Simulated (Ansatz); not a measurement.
Input and command of a calculation in Ansatz (plane waves; scalar-relativistic PAW potentials unless the input names others):

```yaml
crystal:
  lattice:
    - [4.7796805938, 0.0, 0.0]
    - [-2.3898402969, 4.1393248162, 0.0]
    - [0.0, 0.0, 6.5552349548]
  atoms:
    - { symbol: Ta, position: [0.5, 0.0, 0.5] }
    - { symbol: Ta, position: [0.5, 0.5, 0.8333333333] }
    - { symbol: Ta, position: [0.0, 0.5, 0.1666666667] }
    - { symbol: Si, position: [0.1583094664, 0.3166189327, 0.5] }
    - { symbol: Si, position: [0.8416905336, 0.1583094664, 0.8333333333] }
    - { symbol: Si, position: [0.6833810673, 0.8416905336, 0.1666666667] }
    - { symbol: Si, position: [0.8416905336, 0.6833810673, 0.5] }
    - { symbol: Si, position: [0.1583094664, 0.8416905336, 0.8333333333] }
    - { symbol: Si, position: [0.3166189327, 0.1583094664, 0.1666666667] }
basis:
  ecutwfc: 500
kpoints:
  mp_grid: { grid: [12, 12, 6], shift: [0.5, 0.5, 0.5] }
hamiltonian:
  xc: r2scan
scf:
  occupations: { method: gaussian, width: 0.1 }
output:
  forces: true
  eigenvalues: true
  stress: true
```

```bash
ansatz run input.yaml --threads 1 --pin off --max-ram 3072MiB --backend cpu --events-out ev --progress --plain --runs-dir out
```

Abridged log:
```
Warning: crystal.symmetry: narrowed to the stabiliser of the k-point mesh — unitary ops 12 → 4; excluded 8 operations that carry a point of the 12×12×6 mesh (shift [0.5, 0.5, 0.5]) off the mesh (the run samples exactly the mesh kpoints.mp_grid names, as under crystal.symmetry.detect: false, and its converged state has the mesh's symmetry, not the crystal's; ε∞, the Born charges and the force constants of a linear response (`dielectric:` by the response, `phonons.method: dfpt`) are averaged over those of the crystal's operations that the state keeps within a tolerance, where `mesh_tensors`, `un ...
Pseudopotentials: kind: paw
Pseudopotential: Ta, paw, valence charge 13, recommended cutoff 500 eV (meta_gga)
Pseudopotential: Si, paw, valence charge 4, recommended cutoff 500 eV (meta_gga)
Functional definition: r2SCAN
Crystal: 9 atoms, lattice volume = 129.693 Å³
Basis set: ecut = 500 eV, 3269 PW (Γ), exchange–correlation on 144×144×192 points (64 copies of the dense FFT grid, shifted against one another)
Bands: 41, of which v1, the nominal top of the filled ones, is band 32 counted from 1 (31 counted from 0)
Symmetry: 4 space group operations
k-points: 126 of 864 (time reversal used)
Initial density: superposition of atomic densities (neutral atoms: chi_scale 0, normalization atom), corrected by the library's trained network
Initial wavefunctions: pseudopotential atomic-orbital guess
Functional: x = r2scan, c = r2scan; τ floored in thin density (d = 2e-4 eV/Å³)
SCF iter   1: F=—  HF=-33671.347573 eV  |F-HF|=—  |Δ(HF+E_count)|=         —  Δρ=8.14e-3  dr2=1.17e-1  dr2_τ=1.17e-1  ethr=1.77e-3  ⟨swp⟩=7.0  Hψ=24628  notcnv=0
SCF iter   2: F=—  HF=-33671.501790 eV  |F-HF|=—  |Δ(HF+E_count)|=   1.54e-1  Δρ=4.36e-3  dr2=1.82e-2  dr2_τ=1.52e-3  ethr=1.86e-4  ⟨swp⟩=2.0  Hψ=9431  notcnv=0  defer=397
SCF iter   3: F=—  HF=-33671.507756 eV  |F-HF|=—  |Δ(HF+E_count)|=   5.97e-3  Δρ=1.67e-3  dr2=2.59e-3  dr2_τ=2.49e-4  ethr=2.89e-5  ⟨swp⟩=2.0  Hψ=7206  notcnv=0  defer=397
SCF iter   4: F=—  HF=-33671.508346 eV  |F-HF|=—  |Δ(HF+E_count)|=   5.91e-4  Δρ=1.96e-4  dr2=5.17e-5  dr2_τ=3.16e-6  ethr=4.12e-6  ⟨swp⟩=2.0  Hψ=7234  notcnv=0  defer=397
SCF iter   5: F=—  HF=-33671.508377 eV  |F-HF|=—  |Δ(HF+E_count)|=   3.02e-5  Δρ=4.20e-5  dr2=2.62e-6  dr2_τ=1.76e-7  ethr=8.20e-8  ⟨swp⟩=2.0  Hψ=7239  notcnv=0  defer=397
SCF iter   6: F=—  HF=-33671.508380 eV  |F-HF|=—  |Δ(HF+E_count)|=   3.20e-6  Δρ=1.38e-5  dr2=4.25e-7  dr2_τ=4.36e-8  ethr=4.15e-9  ⟨swp⟩=2.0  Hψ=7257  notcnv=0  defer=397
SCF iter   7: F=—  HF=-33671.508380 eV  |F-HF|=—  |Δ(HF+E_count)|=   1.97e-7  Δρ=6.32e-6  dr2=1.17e-7  dr2_τ=1.67e-8  ethr=1.59e-10  ⟨swp⟩=11.8  Hψ=24863  notcnv=0
SCF iter   8: F=-33671.508380 eV  HF=-33671.508380 eV  |F-HF|=8.66e-10  |Δ(HF+E_count)|=   8.25e-9  Δρ=1.90e-6  dr2=5.03e-9  dr2_τ=4.16e-10  ethr=1.59e-10  ⟨swp⟩=4.0  Hψ=15863  notcnv=0
SCF 1 converged in 8 iterations: F = -33671.508380 eV  dr2 = 5.03e-9
SCF converged after 8 iterations
Free energy (F): -33671.508380 eV
Harris-Foulkes:  -33671.508380 eV  (|F-HF|=8.66e-10)
Internal energy: -33671.495041 eV  (E = F + TS)
E sigma→0 (E₀):  -33671.501711 eV
Entropy (-TS):   -0.013339 eV (-1.482 meV/atom)
Fermi energy:    15.246129 eV
--- Forces (eV/Å), atoms counted from 1 ---
  atom   1  Ta     0.00000000     0.00000000    -0.00439897
  atom   2  Ta     0.00000000     0.00000000     0.00000000
  atom   3  Ta     0.00000000     0.00000000     0.00439897
  atom   4  Si    -0.00187922     0.00584822     0.00112913
  atom   5  Si    -0.00455144     0.00262778     0.00000000
  atom   6  Si    -0.00600432    -0.00129665    -0.00112913
  atom   7  Si     0.00187922    -0.00584822     0.00112913
  atom   8  Si     0.00455144    -0.00262778     0.00000000
  atom   9  Si     0.00600432     0.00129665    -0.00112913
--- Stress (GPa, compression-positive) ---
       -0.208219       0.009407       0.000000
        0.009407      -0.197357       0.000000
        0.000000       0.000000       0.304969
  P = ⅓ Tr σ = -0.0335 GPa (-0.335 kbar)
```

Apart from outputs, empty bands and the relaxation, which only the reference makes, the input differs from a reference run on usual settings in kpoints.mp_grid.shift: not typed → [0.5, 0.5, 0.5]. The reference, at the same geometry, ended its own course with pressure -0.01 GPa, largest force 0.002 eV/Å, no gap on the mesh. This run converged in 8 SCF iterations with an energy at zero smearing 1.40 meV/atom below the reference's, pressure -0.03 GPa, largest force 0.006 eV/Å, no gap on the mesh.

Time: 41 s on 1 thread of AMD EPYC 9R45 96-Core Processor (Zen 5), with other jobs on the host, peak memory 1 GiB.